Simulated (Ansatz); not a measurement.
**Ansatz run, LuSi2Rh2**

Input file of Ansatz 0.2.0:

```yaml
crystal:
  lattice:
    - [0.0, 4.002274, 0.0]
    - [4.002274, 0.0, 0.0]
    - [2.001137, 2.001137, -4.911654]
  atoms:
    - { symbol: Si, position: [0.362, 0.362, 0.276] }
    - { symbol: Si, position: [0.638, 0.638, 0.724] }
    - { symbol: Lu, position: [0.0, 0.0, 0.0] }
    - { symbol: Rh, position: [0.75, 0.25, 0.5] }
    - { symbol: Rh, position: [0.25, 0.75, 0.5] }
  symmetry: { tolerance: 0.0003 }
kpoints:
  mp_grid: { grid: [9, 9, 9], shift: [0, 0, 0] }
  band_path:
    path:
      - [0.0, 0.0, 0.0]
      - [0.5, 0.5, 0.5]
      - [0.5, 0.5, 0.25]
      - [0.0, 0.5, 0.0]
      - [0.0, 0.0, 0.0]
      - [0.0, 0.0, -0.5]
      - [0.0, 0.41700191, -0.29149905]
      - [0.0, 0.58299809, 0.29149905]
      - [0.0, 0.0, 0.0]
      - [0.5, 0.5, 0.5]
      - [0.41700191, 0.58299809, 0.5]
    npoints: 6
magnetization:
  spin_polarized: false
scf:
  occupations: { method: fermi_dirac, width: 0.0908 }
  lower_state_search: "off"
  max_iter: 200
hamiltonian:
  pseudopotentials: { kind: paw }
  xc: pbesol
basis:
  ecutwfc: 420
  fft_grid_basis: typed
output:
  forces: true
  stress: true
  eigenvalues: true
  bader: true
  populations: true
  elf: true
  write_potential: true
  volumetric_format: npy
  dos:
    e_range: [-12, 8]
    de: 0.05
    projected: { site_lists: { Lu: [Lu], Rh: [Rh], Si: [Si] } }
checkpoint:
  read: saved_state
```

The saved state is an earlier solution for the same cell, perhaps on another mesh. 

Parts of the output:

```
Lu: projections on atomic orbitals take those of the free atom [Kr 4d10] 4f14 5s2 5p6 5d1 6s2, of charge +0.00 (hamiltonian.pseudopotentials.projection_atoms); the dataset's partial waves leave at most 5.1e-5 of an orbital's norm unspanned inside its sphere
Pseudopotentials: kind: paw
Pseudopotential: Si, paw, valence charge 4, recommended cutoff 420 eV (normal), Si.paw.azcp
Pseudopotential: Lu, paw, valence charge 25, recommended cutoff 420 eV (normal), Lu.paw.azcp
Pseudopotential: Rh, paw, valence charge 17, recommended cutoff 420 eV (normal), Rh.paw.azcp
Functional definition: PBEsol
  exchange = pbesol_x
  correlation = pbesol_c
Crystal: 5 atoms, lattice volume = 78.676 Å³
Basis set: ecut = 420 eV, 1533 PW (Γ), exchange–correlation on 54×54×80 points (8 copies of the dense FFT grid, shifted against one another)
Bands: 41, of which v1, the nominal top of the filled ones, is band 34 counted from 1 (33 counted from 0)
Symmetry: 16 space group operations
Space group: I4/mmm (ITA 139), of the structure as read, at distance tolerance 1.3e-3 Å
k-points: 75 of 729
Initial density: read from a saved state, or passed on in memory by an earlier SCF of this step, an earlier step, the calling program or the single point that the run made first
Functional: x = pbesol(κ = 0.804, μ = 0.1235), c = pbesol(β = 0.046)
SCF iter   1: F=—  Δρ=1.42e-3  dr2=9.59e-4
SCF iter   2: F=—  Δρ=7.60e-4  dr2=3.91e-4
SCF iter   3: F=—  Δρ=2.44e-4  dr2=3.71e-5
SCF iter   4: F=—  Δρ=1.74e-4  dr2=1.31e-5
SCF iter   5: F=—  Δρ=4.08e-5  dr2=1.52e-6
SCF iter   6: F=-28537.0520 eV  Δρ=1.26e-5  dr2=9.47e-8
Free energy (F): -28537.0520 eV
Harris-Foulkes:  -28537.0520 eV  (|F-HF|=3.27e-8)
Internal energy: -28536.9900 eV  (E = F + TS)
E sigma→0 (E₀):  -28537.0210 eV
Entropy (-TS):   -0.0620 eV (-12.395 meV/atom)
Fermi energy:    17.0369 eV
--- Forces (eV/Å), atoms counted from 1 ---
  atom   1  Si     0.0000     0.0000     3.2201
  atom   2  Si     0.0000     0.0000    -3.2201
  atom   3  Lu     0.0000     0.0000     0.0000
  atom   4  Rh     0.0000     0.0000     0.0000
  atom   5  Rh     0.0000     0.0000     0.0000
--- Stress (GPa, compression-positive) ---
        7.9324       0.0000       0.0000
        0.0000       7.9324       0.0000
        0.0000       0.0000       4.3718
  P = ⅓ Tr σ = 6.7455 GPa (67.455 kbar)
--- Löwdin populations: 5 sites ---
  site symbol       q [e]
     0     Si      4.0646
     1     Si      4.0646
     2     Lu     24.7000
     3     Rh     16.8665
     4     Rh     16.8665
  spilling = 0.0065 (of n_electrons = 67.0000)
--- Bader charges: 5 sites ---
  site symbol  charge [e]  shift [e]
     0     Si      0.5944     0.0272
     1     Si      0.5944     0.0272
     2     Lu      1.6426     0.0000
     3     Rh     -1.4157     0.0272
     4     Rh     -1.4158     0.0272
```

Origin: a database entry at a rescaled volume. Caveats: forces this large suggest misplaced atoms in the database entry; atoms or cell far from equilibrium.
